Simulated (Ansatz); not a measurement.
One crystal and one scan (energy against volume) at two levels, PBE (plane waves to 420 eV, PAW, scalar-relativistic; Ansatz, an electronic-structure program) and PBEsol (plane waves to 420 eV, PAW, scalar-relativistic; Ansatz), each from its own relaxed cell and on its own mesh. The cell shown is that of PBE.

SrTiO$_{3}$ (cubic perovskite)

```xyz
5
Lattice="3.9365 0.0000 0.0000 0.0000 3.9365 0.0000 0.0000 0.0000 3.9365" Properties=species:S:1:pos:R:3 pbc="T T T"
Sr     0.0000     0.0000     0.0000
Ti     1.9682     1.9682     1.9682
O      0.0000     1.9682     1.9682
O      1.9682     1.9682     0.0000
O      1.9682     0.0000     1.9682
```

Equation-of-state scan: isotropic scaling of the cell above, V₀ being its volume. Symmetry pins the atoms to their sites.

The energy includes the smearing's −TS. SrTiO3 is run without spin polarisation. SrTiO3 was relaxed with its symmetry unable to fall. The PAW data are Ansatz's earlier set. Percentages come from the unrounded values. Both scans cover V/V₀ from 0.900 to 1.100.

Results of PBE:

Lattice constant a (Å): 3.936
Pressure at the smallest volume (GPa): 22.6
Energy cost of the largest compression (meV/atom): 78.5
Energy cost of the largest expansion (meV/atom): 54.6
Bulk modulus B₀ (third-order Birch-Murnaghan fit) (GPa): 170.4
Pressure for 5 % compression (fit) (GPa): 9.8

### Question
What does PBEsol give for the same quantities?

### Answer
| quantity | PBEsol | PBE − PBEsol |
|---|---|---|
| Lattice constant a (Å) | 3.891 | +0.045 (+1.2 %) |
| Pressure at the smallest volume (GPa) | 24.7 | -2.1 (-8 %) |
| Energy cost of the largest compression (meV/atom) | 82.8 | -4.3 (-5.1 %) |
| Energy cost of the largest expansion (meV/atom) | 57.7 | -3.1 (-5.3 %) |
| Bulk modulus B₀ (third-order Birch-Murnaghan fit) (GPa) | 186.2 | -15.8 (-8.5 %) |
| Pressure for 5 % compression (fit) (GPa) | 10.7 | -0.9 (-8 %) |

PBE gives the higher value for: lattice constant a. PBE gives the lower value for: pressure at the smallest volume; energy cost of the largest compression; energy cost of the largest expansion; bulk modulus B₀; pressure for 5 % compression. For the lattice constant a the reference is 3.89 Å (measured at or taken to low temperature; as given in D. I. Bilc, R. Orlando, R. Shaltaf et al., Physical Review B (2008), arXiv:0805.0753): PBEsol lies nearer. For the bulk modulus B₀ the reference is 172.1 GPa (measured, room temperature or unstated; Murnaghan fit; as given in Mael Guennou, Pierre Bouvier, Jens Kreisel et al., Physical Review B (2010), arXiv:0910.0710): it holds thermal shifts, so no verdict is drawn.  Neither level is exact: the differences show how much the result hangs on the functional.

(A scan under strain: stresses follow from slopes of the energy per volume, elastic moduli from its curvatures.)
